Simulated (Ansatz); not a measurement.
CsCaH3:
```cif
data_H3CaCs
_chemical_formula_sum 'Cs1 Ca1 H3'
_space_group_name_H-M_alt 'Pm-3m'
_space_group_IT_number 221
_space_group_name_Hall '-P 4 2 3'
_cell_length_a 4.46808
_cell_length_b 4.46808
_cell_length_c 4.46808
_cell_angle_alpha 90.000
_cell_angle_beta 90.000
_cell_angle_gamma 90.000
loop_
_atom_site_label
_atom_site_type_symbol
_atom_site_symmetry_multiplicity
_atom_site_Wyckoff_symbol
_atom_site_fract_x
_atom_site_fract_y
_atom_site_fract_z
_atom_site_occupancy
Cs1 Cs 1 a 0.00000 0.00000 0.00000 1
Ca1 Ca 1 b 0.50000 0.50000 0.50000 1
H1 H 3 c 0.00000 0.50000 0.50000 1
```

Relaxed with LDA.

Problem. Give the optical modes at the zone centre with their infrared and Raman activity from DFPT, DFT-LDA in the program Ansatz with PAW potentials.

Solution. Transverse frequencies, without the LO–TO term; a row sums one degenerate level.

| ω (cm⁻¹) | degeneracy | IR ((D/Å)²/amu) | Raman (Å⁴/amu) | activity | symmetry |
|---|---|---|---|---|---|
| 117 | 3 | 0.19 | 0 | IR | T1u |
| 434 | 3 | 0.00 | 0 | silent | T2u |
| 463 | 3 | 144.05 | 0 | IR | T1u |
| 1111 | 3 | 71.82 | 0 | IR | T1u |

Problem. How high does the top mode go among those that the LO–TO term moves?

Solution. 1196 cm⁻¹ for q along x.

The first step of the workflow began from a Materials Project structure, measured or hypothetical; the Crystallography Open Database copy checked does not list it. Its standing as an ambient phase is unchecked. The LDA relaxation kept the symmetry of its start; phonons on a q-mesh show no instability. Scalar-relativistic: spin–orbit coupling is off unless named, which matters more the heavier the elements.

Potentials: the later of the program's two PAW sets.
